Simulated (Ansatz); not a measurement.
Hg2WO4:
```yaml
crystal:
  lattice:
    - [4.37435, 5.77587, 0.00000]
    - [-4.37435, 5.77587, 0.00000]
    - [-2.05271, 0.00000, 4.47344]
  atoms:
    - { symbol: Hg, position: [0.24967, 0.53033, 0.01993] }
    - { symbol: Hg, position: [0.75033, 0.46967, 0.98007] }
    - { symbol: Hg, position: [0.53033, 0.24967, 0.48007] }
    - { symbol: Hg, position: [0.46967, 0.75033, 0.51993] }
    - { symbol: W, position: [0.90137, 0.90137, 0.25000] }
    - { symbol: W, position: [0.09863, 0.09863, 0.75000] }
    - { symbol: O, position: [0.94977, 0.66227, 0.20242] }
    - { symbol: O, position: [0.05023, 0.33773, 0.79758] }
    - { symbol: O, position: [0.66227, 0.94977, 0.29758] }
    - { symbol: O, position: [0.33773, 0.05023, 0.70242] }
    - { symbol: O, position: [0.08346, 0.81832, 0.64939] }
    - { symbol: O, position: [0.91654, 0.18168, 0.35061] }
    - { symbol: O, position: [0.81832, 0.08346, 0.85061] }
    - { symbol: O, position: [0.18168, 0.91654, 0.14939] }
```

Relaxed with r²SCAN+D4.

**Question.** Give the Bader charges and basin volumes of the independent atoms, the program Ansatz at the r²SCAN+D4 level (PAW).

**Answer.** 

```tsv
atom	Bader charge (e)	Bader volume (Å³)
Hg1	+0.66	24.2
W5	+3.05	9.4
O7	-1.02	15.3
O11	-1.16	12.3
```

Space group C2/c. The workflow started from a Materials Project entry (that database holds measured and hypothetical structures alike); the Crystallography Open Database copy checked does not list it. Its standing as an ambient phase is unchecked. Symmetry was held in the r²SCAN+D4 relaxation; its stability against distortions is not shown here. No spin polarisation was allowed. No Hubbard U is applied. Spin–orbit coupling is left out wherever it is not named.

Potentials: the later of the program's two PAW sets.
